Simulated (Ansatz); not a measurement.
A relaxed structure of CuI. Space group F-43m (No. 216), zinc blende type. All values below come from r2SCAN (plane waves to 500 eV, PAW, scalar-relativistic; Ansatz, a quantum-chemistry and plane-wave program).

```cif
data_Cu4I4
_chemical_formula_sum 'Cu4 I4'
_space_group_name_H-M_alt 'F-43m'
_space_group_IT_number 216
_space_group_name_Hall 'F -4 2 3'
_cell_length_a 6.02058
_cell_length_b 6.02058
_cell_length_c 6.02058
_cell_angle_alpha 90.000
_cell_angle_beta 90.000
_cell_angle_gamma 90.000
loop_
_atom_site_label
_atom_site_type_symbol
_atom_site_symmetry_multiplicity
_atom_site_Wyckoff_symbol
_atom_site_fract_x
_atom_site_fract_y
_atom_site_fract_z
_atom_site_occupancy
Cu1 Cu 4 a 0.00000 0.00000 0.00000 1
I1 I 4 c 0.25000 0.25000 0.25000 1
```
(The calculation used a cell of 2 atoms; values per cell refer to that cell.)

Task: What band gap does r2SCAN give?

Result: 1.67 eV, direct at Γ (no spin-orbit coupling).

No spin polarisation in the result. Spin-orbit coupling is missing; with elements this heavy it can move band edges by tenths of an eV or more.

Measured for CuI: a 6.053 Å (as listed in arXiv:2305.18931). Computed minus measured — a: r2SCAN -0.5 %. The computed values are for a static lattice.

The run could not lose the symmetry of its start.

It was reached from a disturbed copy of a P-6m2 (No. 187) cell (AFLOW prototype AB_hP2_187_d_a (B_h, as in WC)), against which it lies -0.42 eV/atom.
